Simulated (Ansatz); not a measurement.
## 69Ga nuclear quadrupole resonance in ZnCdGa4S8

Cell: a computed structure from the Materials Project (it need not be an observed phase), taken as it stands.

```cif
data_ZnCdGa4S8
_symmetry_space_group_name_H-M 'P-4'
_symmetry_Int_Tables_number 81
_cell_length_a 5.5105
_cell_length_b 5.5105
_cell_length_c 10.4121
_cell_angle_alpha 90.000
_cell_angle_beta 90.000
_cell_angle_gamma 90.000
loop_
_atom_site_label
_atom_site_type_symbol
_atom_site_symmetry_multiplicity
_atom_site_Wyckoff_symbol
_atom_site_fract_x
_atom_site_fract_y
_atom_site_fract_z
Zn Zn 1 d 0.5000 0.5000 0.5000
Cd Cd 1 a 0.0000 0.0000 0.0000
Ga3 Ga 1 c 0.5000 0.5000 0.0000
Ga4 Ga 1 b 0.0000 0.0000 0.5000
Ga5 Ga 2 g 0.0000 0.5000 0.2536
S7 S 4 h 0.2437 0.7551 0.3725
S8 S 4 h 0.7329 0.2688 0.8624
```

One atom of each set is listed.

Computed with Ansatz: DFT, PBE, plane waves and PAW, scalar-relativistic, 420 eV cutoff, Γ-centred 5×5×3 k-points, Fermi–Dirac smearing 0.02 eV.

69Ga: I = 3/2, Q = 171.0 mb (year-2017 value). Static lattice, zero field.

Sites with a gradient: Ga3 (1 atom; 4 S at 2.31 Å); Ga4 (1 atom; 4 S at 2.32 Å); Ga5 (2 atoms; 4 S at 2.30–2.31 Å).

(1) The simulated spectrum has lines at 1.84, 2.37, 2.91 MHz. Sort them into the sets that belong together, and say which site each set most likely comes from.

Answers

(1) For I = 3/2 there is one line, ν = (|C_Q|/2)(1 + η²/3)^½. Ga3: 2.91 MHz (|C_Q| = 5.82 MHz, η = 0.00). Ga4: 2.37 MHz (|C_Q| = 4.75 MHz, η = 0.00). Ga5: 1.84 MHz (|C_Q| = 3.48 MHz, η = 0.59).

The sites follow from the calculation. An axis of threefold or higher order runs through Ga4 and Ga3, so V_zz lies along it and η is zero.
